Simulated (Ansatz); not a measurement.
Ansatz input

```yaml
crystal:
  lattice:
    - [2.699357978, 0.0, 0.0]
    - [-1.349678989, 2.3377125828, 0.0]
    - [0.0, 0.0, 4.5114452516]
  atoms:
    - { symbol: Pd, position: [0.3333333333, 0.6666666667, 0.25] }
    - { symbol: Pd, position: [0.6666666667, 0.3333333333, 0.75] }
hamiltonian:
  xc: lda
  pseudopotentials:
    kind: paw
    azcp:
      Pd: "pseudopotentials/Pd.paw.azcp"
basis:
  ecutwfc: 420
  fft_grid_basis: typed
kpoints:
  mp_grid: { grid: [22, 22, 12], shift: [0, 0, 0] }
magnetization:
  spin_polarized: false
scf:
  occupations: { method: fermi_dirac, width: 0.1 }
```

Output

```
Warning: the record states the generating functional pbe (its physics header spells it `PBE`), which answers neither for hamiltonian.xc's functional nor for the lda family's — results may be inconsistent (PPs are generated against a specific XC)
Engine: ansatz 0.2.0, x86_64-unknown-linux-gnu
Pseudopotentials: kind: paw
Pseudopotential: Pd, paw, valence charge 18, recommended cutoff 420 eV (normal) 
Functional definition: SPW92
  exchange = slater_x
  correlation = pw_c
Crystal: 2 atoms, lattice volume = 28.469 Å³
Basis set: ecut = 420 eV, 549 PW (Γ)
Bands: 22, of which v1, the nominal top of the filled ones, is band 18 counted from 1 (17 counted from 0)
Symmetry: 24 space group operations
Space group: P63/mmc (ITA 194), of the structure as read, at distance tolerance 3.1e-5 Å
k-points: 364 of 5808
Non-local potential: Pd, projectors of the file, l = 0: 2, l = 1: 2, l = 2: 2, l = 3: 1
PAW form: soft (Blöchl's): semilocal exchange-correlation on the pseudo side does not see the compensation charge
PAW frozen core: Pd, regenerated for the run's functional, and the local potential with it (the file was generated under x = pbe(κ = 0.804, μ = 0.2195149727645171), c = pbe(β = 0.06672455060314922))
PAW one-centre angular grid: Pd, 590 points (default); XC on 64 Gauss nodes
Initial density: superposition of atomic densities (neutral atoms: chi_scale 0, normalization atom), corrected by the library's trained network
Initial wavefunctions: pseudopotential atomic-orbital guess
Functional: x = slater, c = lda
SCF iter   1: F=—  HF=-13689.171971 eV  |F-HF|=—  |Δ(HF+E_count)|=         —  Δρ=1.24e-2  dr2=3.17e-2  ethr=1.77e-3  ⟨swp⟩=5.0  Hψ=36270  notcnv=0
SCF iter   2: F=—  HF=-13689.164729 eV  |F-HF|=—  |Δ(HF+E_count)|=   7.24e-3  Δρ=5.19e-3  dr2=5.05e-3  ethr=8.81e-5  ⟨swp⟩=1.2  Hψ=11472  notcnv=0
SCF iter   3: F=—  HF=-13689.163263 eV  |F-HF|=—  |Δ(HF+E_count)|=   1.47e-3  Δρ=8.69e-4  dr2=1.07e-4  ethr=1.40e-5  ⟨swp⟩=2.1  Hψ=10420  notcnv=0
SCF iter   4: F=—  HF=-13689.163238 eV  |F-HF|=—  |Δ(HF+E_count)|=   2.48e-5  Δρ=1.22e-4  dr2=1.84e-6  ethr=2.97e-7  ⟨swp⟩=2.1  Hψ=10411  notcnv=0
SCF iter   5: F=—  HF=-13689.163238 eV  |F-HF|=—  |Δ(HF+E_count)|=   3.47e-7  Δρ=2.14e-5  dr2=9.29e-8  ethr=5.12e-9  ⟨swp⟩=2.4  Hψ=14169  notcnv=0
SCF iter   6: F=-13689.163238 eV  HF=-13689.163238 eV  |F-HF|=3.47e-9  |Δ(HF+E_count)|=   2.48e-9  Δρ=6.39e-6  dr2=9.28e-9  ethr=2.58e-10  ⟨swp⟩=1.0  Hψ=17472  notcnv=0
SCF 1 converged in 6 iterations: F = -13689.163238 eV  dr2 = 9.28e-9
SCF converged after 6 iterations
Free energy (F): -13689.163238 eV
Harris-Foulkes:  -13689.163238 eV  (|F-HF|=3.47e-9)
Internal energy: -13689.030458 eV  (E = F + TS)
E sigma→0 (E₀):  -13689.096848 eV
Entropy (-TS):   -0.132780 eV (-66.390 meV/atom)
Fermi energy:    20.461331 eV
--- Per-component energies (eV) ---
  E_band       = -253.751640
  E_kinetic    = 1028.604654
  E_local      = -3406.122966  (includes V_loc(G=0)·N_el)
  E_nonlocal   = 445.749813
  E_hartree    = 1382.701260
  E_xc         = -336.213573
  E_vxc        = -423.780447  (∫ρ·V_xc dr)
  E_paw        = -7245.501054  (= ΣΔE_a)
  E_vpaw       = -663.609872  (= ΣTr[D̂ρ^β])
  E_aug_tail   = 0.000445  (compensation charges beyond the density's cutoff)
  E_ewald      = -5559.610503
  E_core_change = 1.361468  (= ΣΔE_core)
  E_smearing   = -0.132780  (= −TS)
  E_closure    = -0.000000  (closes the sum)
  Σ components = -13689.163238   (vs F -13689.163238, Δ=0.00e0)
```

Launched by

```sh
ansatz run input.yaml --threads 2 --pin off --max-ram 5120MiB --backend cpu --events-out ev --progress --plain --runs-dir out
```

On 2 threads of Intel(R) Xeon(R) 6975P-C (Granite Rapids) (shared host) this took about 2.1 s of wall time and 3.9 s of CPU time.
